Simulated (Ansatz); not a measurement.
AlN (rock salt, Fm-3m), plane-wave PAW r²SCAN (Ansatz code), all energies at zero smearing, with the estimated change up to a 700 eV cutoff added, with one set of potentials and settings (totals compare only within such a set). Cell of 2 atoms (1 Al, 1 N): -928.151 eV.

```json
[
 {"element": "Al", "reference phase": "Fm-3m, 1 atoms in the cell", "E (eV/atom)": "-540.4083"},
 {"element": "N", "reference phase": "Pa-3, 8 atoms in the cell", "E (eV/atom)": "-384.8315"}
]
```

Formation energy per atom, worked out: (-928.151 − 1×(-540.4083) − 1×(-384.8315))/2 = -1.455 eV/atom (-140 kJ per mol of atoms), at 0 K, without zero-point energy or fitted corrections.

This is a known high-pressure phase of the composition, computed here at zero pressure and temperature. The cell was relaxed with r²SCAN under the symmetry of its start; phonons on a q-mesh show no instability. The references are the lowest solids computed at this level, not always the standard phases (solids in place of the gases).

Potentials: the later of the program's two PAW sets.
